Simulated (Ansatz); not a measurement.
MgPd:
```
MgPd
1.0
    3.15659     0.00000     0.00000
    0.00000     3.15659     0.00000
    0.00000     0.00000     3.15659
Pd Mg
1 1
Cartesian
  1.57830   1.57830   1.57830
  0.00000   0.00000   0.00000
```

Relaxed with r²SCAN.

Q: Map the electron localisation function on the plane through (0.500, 0.500, 0.500) spanned by u = [1, 0, 0] and v = [0, 1, 1] in lattice vectors, from plane-wave PAW r²SCAN (Ansatz code).

A: x is the fraction of u, y of v (the angle between them is 90°; rows are the nearest grid lines); atoms in the plane: Pd at (0.00, 0.00), Mg at (0.50, 0.50).
```
|-+%@#=--=--=#@%+-|
|+*%@#=-===-=#@%*+|
|%@@@*=-===-=*@@@%|
|@@@#+-==+==-+#@@@|
|%#*+===+++===+*#%|
|========-========|
|--===-.   .-===--|
|====:       :====|
|+++:  :=+=:  :+++|
|*+=  :*###*:  =+*|
|*+-  +#+=+#+  -+*|
|*+:  *#=:=#*  :+*|
|*+-  +#+=+#+  -+*|
|*+=  :*###*:  =+*|
|+++:  :=+=:  :+++|
|====:       :====|
|--===-.   .-===--|
|========-========|
|%#*+===+++===+*#%|
|@@@#+-==+==-+#@@@|
|%@@@*=-===-=*@@@%|
|+*%@#=-===-=#@%*+|
|-+%@#=--=--=#@%+-|
```
Scale: ten equal steps from 0.043 (start of ' ') to 0.552 (end of '@'), in the order ' .:-=+*#%@'; x runs from 0.000 to 1.00, y from 0.000 (bottom) to 1.00 (top).

The density is the valence pseudo-density with augmentation charge, so density and ELF within about 1 Å of a nucleus are not all-electron values.

Space group Pm-3m (CsCl type). The workflow started from an entry of the Crystallography Open Database (COD). Whether it is the stable phase at ambient conditions was not checked. The cell was relaxed with r²SCAN under the symmetry of its start; its stability against distortions is not shown here. No spin polarisation was allowed.

Potentials: the later of the program's two PAW sets.
